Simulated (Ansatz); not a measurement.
Perturbing Na2Se2O7

Base: a computed structure from the Materials Project (it need not be an observed phase), its atoms then relaxed with PBE in this cell.

```
Na Se O
1.0
     6.94027    0.00000    0.00000
     0.96075    6.88202    0.00000
     2.94792    0.51684    6.37853
Na Se O
4 4 14
Cartesian
  4.2542 4.7602 3.8545
  6.5947 2.6387 2.5240
  8.3065 6.7668 4.8722
  2.5424 0.6321 1.5064
  6.8901 6.0865 1.7757
  3.9589 1.3123 4.6029
  2.3703 4.1732 0.8561
  8.4786 3.2257 5.5224
  5.7246 6.7661 0.8519
  5.1243 0.6328 5.5267
  6.3888 5.0007 2.8925
  4.4601 2.3982 3.4860
  6.9861 0.2803 2.4406
  3.8628 7.1185 3.9379
  3.3106 5.1718 1.7355
  7.5384 2.2271 4.6430
  1.8495 2.8642 1.6899
  8.9994 4.5346 4.6887
  5.7138 4.4197 5.6802
  5.1352 2.9792 0.6983
  7.7743 5.1676 0.5117
  3.0746 2.2313 5.8668
```

Atoms are numbered from 1 in the order listed; like atoms form one site, named after its first atom.

All values are calculated (Ansatz; DFT, PBE, plane waves and PAW, scalar-relativistic, 420 eV cutoff, Γ-centred 4×3×4 k-points, Fermi–Dirac smearing 0.02 eV), not measured.

Q: Variant: x and y stretched by 2 %, ions at fixed fractional positions. What happens to the gradients (10²¹ V/m²)?

A: 

```tsv
site	atoms	V_zz base	η base	V_zz variant	η variant
Na1	1, 2	-0.38	0.61	-0.44	0.61
Na3	3, 4	-0.82	0.73	0.70	0.79
Se5	5, 6	11.87	0.05	10.90	0.06
Se7	7, 8	15.15	0.19	14.13	0.22
O9	9, 10	18.11	0.21	18.82	0.21
O11	11, 12	17.85	0.17	18.46	0.15
O13	13, 14	17.82	0.14	18.75	0.12
O15	15, 16	18.22	0.14	19.02	0.14
O17	17, 18	18.01	0.24	18.88	0.23
O19	19, 20	18.58	0.18	18.63	0.22
O21	21, 22	15.74	0.90	16.23	0.90
```

The largest change of V_zz along a kept axis is on Se7, from 15.15 to 14.13. In per cent, |V_zz| changes by -8 to -7 on Se, 0 to +5 on O (all sites that start above 0.5, bar those whose gradient vanishes or changes sign or whose main axis turns by over 40°). On Na3 the largest principal value lies along another axis in the second run, so the two V_zz can't be compared directly.

For the variant: The atoms aren't relaxed in the changed cell (largest force 0.9 eV/Å).
